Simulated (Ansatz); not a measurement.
Computed with DFT PBE, scalar-relativistic, plane waves, PAW in Ansatz 0.2.0. All cells share a 420 eV cutoff and Γ-centred k meshes spaced at most about 0.3 Å⁻¹ (about 0.25 or finer for metals, 2π included). No spin polarisation in the final relaxations.

These are static total energies at zero pressure.

Compare these two cells of SnPt₂Se₃, each relaxed at this level.

A.

```cif
data_structure
_symmetry_space_group_name_H-M 'P-4m2'
_symmetry_Int_Tables_number 115
_cell_length_a 3.9984
_cell_length_b 3.9984
_cell_length_c 7.7028
_cell_angle_alpha 90.000
_cell_angle_beta 90.000
_cell_angle_gamma 90.000
_cell_volume 123.15
loop_
_atom_site_label
_atom_site_type_symbol
_atom_site_symmetry_multiplicity
_atom_site_Wyckoff_symbol
_atom_site_fract_x
_atom_site_fract_y
_atom_site_fract_z
_atom_site_occupancy
Sn1 Sn 1 b 0.50000 0.50000 0.00000 1
Pt1 Pt 2 g 0.50000 0.00000 0.68697 1
Se1 Se 2 g 0.50000 0.00000 0.36854 1
Se2 Se 1 a 0.00000 0.00000 0.00000 1
```

B.

```cif
data_structure
_symmetry_space_group_name_H-M 'P6/mmm'
_symmetry_Int_Tables_number 191
_cell_length_a 6.5680
_cell_length_b 6.5680
_cell_length_c 3.6198
_cell_angle_alpha 90.000
_cell_angle_beta 90.000
_cell_angle_gamma 120.000
_cell_volume 135.23
loop_
_atom_site_label
_atom_site_type_symbol
_atom_site_symmetry_multiplicity
_atom_site_Wyckoff_symbol
_atom_site_fract_x
_atom_site_fract_y
_atom_site_fract_z
_atom_site_occupancy
Sn1 Sn 1 a 0.00000 0.00000 0.00000 1
Pt1 Pt 2 c 0.33333 0.66667 0.00000 1
Se1 Se 3 g 0.50000 0.00000 0.50000 1
```

Task: Which form is favoured at zero pressure, and by what margin per atom?

Result: A is lower, by 63 meV/atom. A has space group P-4m2 (No. 115), 20.5 Å³/atom and no gap on its mesh; B has space group P6/mmm (No. 191), 22.5 Å³/atom and no gap. Counting Se atoms around Pt and Sn (those within 1.25 times the shortest such distance or 1.15 times the sum of covalent radii, 1.27 where that leaves under three; a plus sign parts nearer from farther groups; the shortest distance is added where it exceeds 1.18 times the sum of covalent radii), A has Sn 4+4, Pt 1+4 and B has Sn 12 from 3.7 Å, Pt 6. The denser one is the lower, and pressure would at first widen the difference. Even the lower one lies +0.10 eV/atom against the reference forms of the elements (uncorrected), so neither is stable at this level. In A, Sn is surrounded by 4 Se at 2.83 Å, 4 Pt at 3.13 Å and 4 Se at 3.47 Å; around Pt lie 1 Se at 2.45 Å, 4 Se at 2.86 Å, 2 Se at 3.13 Å and 2 Sn at 3.13 Å; around Se on a site of symmetry 2mm lie 1 Pt at 2.45 Å, 4 Pt at 2.86 Å, 2 Sn at 3.47 Å and 6 Se at 3.47–3.48 Å; 1 more site not described. In B, around Sn lie 2 Sn at 3.62 Å, 12 Se at 3.75 Å and 6 Pt at 3.79 Å; Pt has 6 Se at 2.62 Å, 5 Pt at 3.62–3.79 Å and 3 Sn at 3.79 Å; around Se lie 4 Pt at 2.62 Å, 4 Se at 3.28 Å, 2 Se at 3.62 Å and 4 Sn at 3.75 Å. Both come from invented guesses. A third cell relaxed alike, in R-3m, lies 94 meV/atom below the lower of the two.

Spin–orbit coupling, which can matter for Pt, is left out. Cells relaxed within their symmetry can be saddle points.
